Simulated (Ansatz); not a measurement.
CsAs2Ir2:
```cif
data_As4Cs2Ir4
_chemical_formula_sum 'Cs2 As4 Ir4'
_space_group_name_H-M_alt 'I4/mmm'
_space_group_IT_number 139
_space_group_name_Hall '-I 4 2'
_cell_length_a 4.03375
_cell_length_b 4.03375
_cell_length_c 14.81355
_cell_angle_alpha 90.000
_cell_angle_beta 90.000
_cell_angle_gamma 90.000
loop_
_atom_site_label
_atom_site_type_symbol
_atom_site_symmetry_multiplicity
_atom_site_Wyckoff_symbol
_atom_site_fract_x
_atom_site_fract_y
_atom_site_fract_z
_atom_site_occupancy
Cs1 Cs 2 a 0.00000 0.00000 0.00000 1
As1 As 4 e 0.00000 0.00000 0.34299 1
Ir1 Ir 4 d 0.00000 0.50000 0.25000 1
```
(The calculation used a cell of 5 atoms; values per cell refer to that cell.)

Relaxed with r²SCAN.

Problem. Which orbitals make up the states near the Fermi level in r²SCAN in the plane-wave PAW code Ansatz?

Solution. Within 0.5 eV of the Fermi level: As 4p 42 %, Ir 5d 39 %, outside the projected shells 12 %. Projections are on Löwdin-orthogonalised atomic valence shells; empty p or d shells of many metals are not among them.

Problem. Tabulate the density of states.

Solution. States/eV per cell of 5 atoms, in 0.25 eV bins, energy from the Fermi level.

| E (eV) | total | Ir 5d | As 4p | Ir 6s |
|---|---|---|---|---|
| -7.85 | 0.00 | 0.00 | 0.00 | 0.00 |
| -7.60 | 0.48 | 0.17 | 0.18 | 0.12 |
| -7.35 | 1.81 | 0.68 | 0.66 | 0.38 |
| -7.10 | 1.93 | 0.78 | 0.70 | 0.34 |
| -6.85 | 2.25 | 0.94 | 0.82 | 0.33 |
| -6.60 | 3.31 | 1.35 | 1.24 | 0.38 |
| -6.35 | 1.60 | 0.53 | 0.68 | 0.23 |
| -6.10 | 2.86 | 1.46 | 1.01 | 0.17 |
| -5.85 | 4.38 | 2.33 | 1.53 | 0.18 |
| -5.60 | 4.33 | 2.52 | 1.43 | 0.12 |
| -5.35 | 5.13 | 3.06 | 1.69 | 0.11 |
| -5.10 | 6.14 | 3.54 | 2.19 | 0.12 |
| -4.85 | 5.50 | 3.16 | 2.05 | 0.09 |
| -4.60 | 4.27 | 2.31 | 1.71 | 0.08 |
| -4.35 | 3.89 | 2.09 | 1.54 | 0.06 |
| -4.10 | 5.32 | 2.82 | 2.16 | 0.04 |
| -3.85 | 2.92 | 2.03 | 0.71 | 0.02 |
| -3.60 | 3.00 | 2.16 | 0.60 | 0.02 |
| -3.35 | 2.11 | 1.49 | 0.42 | 0.00 |
| -3.10 | 2.90 | 2.14 | 0.54 | 0.01 |
| -2.85 | 4.14 | 3.27 | 0.59 | 0.02 |
| -2.60 | 5.84 | 4.93 | 0.50 | 0.12 |
| -2.35 | 6.55 | 5.34 | 0.82 | 0.04 |
| -2.10 | 5.44 | 4.21 | 0.80 | 0.09 |
| -1.85 | 5.47 | 4.40 | 0.65 | 0.11 |
| -1.60 | 2.02 | 1.50 | 0.34 | 0.05 |
| -1.35 | 1.47 | 1.12 | 0.27 | 0.01 |
| -1.10 | 1.09 | 0.69 | 0.32 | 0.01 |
| -0.85 | 1.00 | 0.55 | 0.36 | 0.01 |
| -0.60 | 0.93 | 0.46 | 0.37 | 0.01 |
| -0.35 | 0.90 | 0.39 | 0.38 | 0.02 |
| -0.10 | 1.14 | 0.47 | 0.48 | 0.03 |
| 0.15 | 1.43 | 0.55 | 0.60 | 0.05 |
| 0.40 | 2.01 | 0.72 | 0.82 | 0.09 |
| 0.65 | 2.91 | 1.10 | 1.08 | 0.16 |
| 0.90 | 4.31 | 2.34 | 1.31 | 0.15 |
| 1.15 | 4.39 | 2.31 | 1.47 | 0.13 |
| 1.40 | 3.49 | 1.50 | 1.45 | 0.06 |
| 1.65 | 3.44 | 1.32 | 1.53 | 0.02 |
| 1.90 | 2.32 | 0.73 | 1.03 | 0.01 |
| 2.15 | 1.59 | 0.44 | 0.72 | 0.02 |
| 2.40 | 1.11 | 0.26 | 0.48 | 0.03 |
| 2.65 | 1.21 | 0.25 | 0.48 | 0.03 |
| 2.90 | 1.28 | 0.18 | 0.36 | 0.03 |
| 3.15 | 1.57 | 0.15 | 0.30 | 0.10 |
| 3.40 | 2.62 | 0.15 | 0.29 | 0.26 |
| 3.65 | 3.53 | 0.18 | 0.38 | 0.60 |
| 3.90 | 2.53 | 0.10 | 0.28 | 0.42 |
| 4.15 | 3.48 | 0.14 | 0.31 | 0.54 |
| 4.40 | 4.01 | 0.18 | 0.29 | 0.63 |
| 4.65 | 3.77 | 0.17 | 0.23 | 0.44 |

The workflow started from a Materials Project entry (that database holds measured and hypothetical structures alike); the Crystallography Open Database copy checked does not list it. Whether it is the stable phase at ambient conditions was not checked. Symmetry was held in the r²SCAN relaxation; whether a distortion lowers the energy is not shown. The run is not spin-polarised. Spin–orbit coupling is left out wherever it is not named.

Potentials: the later of the program's two PAW sets.
